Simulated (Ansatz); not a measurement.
BaTiO3:
Space group P4mm (No. 99); a = b = 3.9270 Å, c = 3.9745 Å, α = β = γ = 90.00°

```tsv
atom	site	symmetry	x	y	z
Ba	1b	4mm	0.5000	0.5000	0.5795
Ti	1a	4mm	0.0000	0.0000	0.0917
O	2c	2mm.	0.0000	0.5000	0.0651
O	1a	4mm	0.0000	0.0000	0.5585
```

Relaxed with LDA.

Question: Decompose the optical modes at the zone centre into irreducible representations, and say which are infrared and Raman allowed.

Answer: Point group 4mm: Γ_opt = 3A1 + B1 + 4E. Infrared: A1, E. Raman: A1, B1, E.

Question: Assign frequencies (DFPT, the program Ansatz at the LDA level (PAW); without the LO–TO term).

Answer: E 96i, A1 174, E 179, A1 262, E 288, B1 289, E 481, A1 509 cm⁻¹.

Subscripts of B labels follow the axes of the standard setting.

The LDA relaxation kept the symmetry of its start. At this level the phase is dynamically unstable (imaginary phonons). No spin polarisation was allowed. Spin–orbit coupling is left out wherever it is not named.

Potentials: the earlier of the program's two PAW sets.
